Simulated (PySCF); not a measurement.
PySCF single point, HF/STO-3G, density fitting, C-PCM implicit ethanol (electrostatics alone), on imidazolium, C3H5N2 (SMILES c1c[nH+]c[nH]1), charge +1, multiplicity 1.

```python
from pyscf import gto, scf, dft
mol = gto.M(atom='''
C      1.169169     0.664604     0.000013
C      1.155507    -0.697612    -0.000025
N     -0.152402    -1.078125     0.000022
C     -0.920787     0.004513    -0.000013
N     -0.130720     1.071492    -0.000003
H      1.994679     1.347639     0.000027
H      1.967026    -1.397166    -0.000042
H     -0.481434    -2.035846     0.000042
H     -1.994679     0.015344    -0.000026
H     -0.439821     2.035846    -0.000004
''', basis='STO-3G', charge=1, spin=0, verbose=3)
mf = scf.RHF(mol)
mf = mf.density_fit()
mf = mf.PCM()
mf.with_solvent.method = 'C-PCM'
mf.with_solvent.eps = 24.3
mf.max_cycle = 100
e = mf.kernel()
print('converged', mf.converged)
print('E_total', e)
print('nao', mol.nao)
print('HOMO', mf.mo_energy[mf.mo_occ > 0].max())
mf.dip_moment()
```

Output:

```

WARN: PCM is an experimental feature. It is still in testing.
Features and APIs may be changed in the future.

converged SCF energy = -222.527827691301
converged True
E_total -222.5278276913008
nao 30
HOMO -0.34849703826004763

WARN: System has nonzero charge 1; the dipole moment is origin-dependent.
Location of origin: [0. 0. 0.]

Dipole moment(X, Y, Z, Debye): -1.12069, -0.01139, -0.00001
```

The total energy is -6055.29 eV, -2.57 eV from the same level's vacuum run.
